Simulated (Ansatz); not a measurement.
**Computed properties of HfS2**

HfS2:
Space group Pnnm (No. 58); a = 5.820 Å, b = 6.262 Å, c = 3.694 Å, α = β = γ = 90.00°

```csv
atom,site,symmetry,x,y,z
Hf,2a,..2/m,0.0000,0.0000,0.0000
S,4g,..m,0.2654,0.3342,0.0000
```

Space group Pnnm (No. 58); conventional cell a = 5.8203 Å, b = 6.2625 Å, c = 3.6938 Å, α = β = γ = 90.00°.

Method: DFT-PBE in the program Ansatz with PAW potentials. Geometry: relaxed at this level of theory. Other levels are named where they apply.

**Cell and energy**

* **Volume per atom**: 22.44 Å³
* **Density**: 5.98 g/cm³
* **Formation energy from the elements (no fitted shifts)**: -1.46 eV/atom

**Electronic structure**

- Band gap = 0.58 eV (direct)
- Valence-band maximum = at Γ
- Conduction-band minimum = at Γ
- Electron effective mass = 0.23, 0.25, 0.32 mₑ (principal values)
- Hole effective mass = 0.27, 0.31, 0.50 mₑ (principal values)

**Mechanics**

Bulk modulus (Birch–Murnaghan fit): 63.2 GPa
Pressure derivative B′: 3.6

A made-up cell: these elements were put on the sites of a structure type; neither database checked (COD, Materials Project) lists it. Whether it is the stable phase at ambient conditions was not checked. Symmetry was held in the PBE relaxation; whether a distortion lowers the energy is not shown. No spin polarisation was allowed. The references are the lowest solids computed at this level, not always the standard phases. Spin–orbit coupling is left out wherever it is not named.

Potentials: the later of the program's two PAW sets.
